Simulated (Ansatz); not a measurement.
The relaxed structure here is a generated cell of Co: the first start was made by placing the elements on the sites of a structure type, and the end was not matched to a known phase here, so it may be hypothetical. Known forms of Co include space group No. 194.

A relaxed cell of Co (P6/mmm (No. 191)), relaxed on a k-mesh at least as fine as the one used below. Method: PBE (plane waves to 420 eV, PAW, scalar-relativistic; Ansatz, a program for electronic structure). Γ-centred k-mesh 5×10×13 on the run's cell (coarser than for final values), Fermi–Dirac smearing 0.05 eV.

```yaml
crystal:
  lattice:
    - [7.92424, 0.00000, 0.00000]
    - [-1.98106, 3.43130, 0.00000]
    - [0.00000, 0.00000, 2.44010]
  atoms:
    - { symbol: Co, position: [0.00000, 0.00000, 0.00000] }
    - { symbol: Co, position: [0.50000, 0.00000, 0.00000] }
    - { symbol: Co, position: [0.16667, 0.66667, 0.50000] }
    - { symbol: Co, position: [0.66667, 0.66667, 0.50000] }
    - { symbol: Co, position: [0.33333, 0.33333, 0.50000] }
    - { symbol: Co, position: [0.83333, 0.33333, 0.50000] }
```
Spin-polarised start, with parallel moments on Co.

The atoms are displaced by (Å):

| atom | ux | uy | uz |
|---|---|---|---|
| Co1 | 0.059 | 0.011 | 0.150 |
| Co2 | 0.094 | 0.090 | 0.054 |
| Co3 | -0.013 | -0.137 | 0.020 |
| Co4 | 0.009 | 0.058 | -0.138 |
| Co5 | 0.038 | -0.030 | -0.019 |
| Co6 | 0.072 | 0.067 | 0.061 |

Q: What forces (eV/Å) and pressure result?

A: 
| atom | Fx | Fy | Fz |
|---|---|---|---|
| Co1 | -0.06 | -0.30 | -0.82 |
| Co2 | -0.44 | -0.44 | -0.49 |
| Co3 | 1.47 | 1.89 | 0.28 |
| Co4 | 0.21 | -0.21 | 0.41 |
| Co5 | 0.23 | -0.14 | 0.29 |
| Co6 | -1.40 | -0.80 | 0.32 |

Pressure +2.7 GPa.

Q: Estimate the energy cost of the displacement in the harmonic approximation and compare with the calculation.

A: For a harmonic well ΔE = −½ Σ F·u = 0.352 eV a cell, or 59 meV/atom. The calculated energy relative to the undisplaced cell is +0.06 eV/atom, so the harmonic estimate holds well.

Spin state reached: ferromagnetic (net 1.66 μB/atom), from parallel starting moments; other spin orders were not run from this start.

The run that gave the undisplaced cell could not lose the symmetry of its start; a randomly shaken copy of 6 atoms returns to this structure.
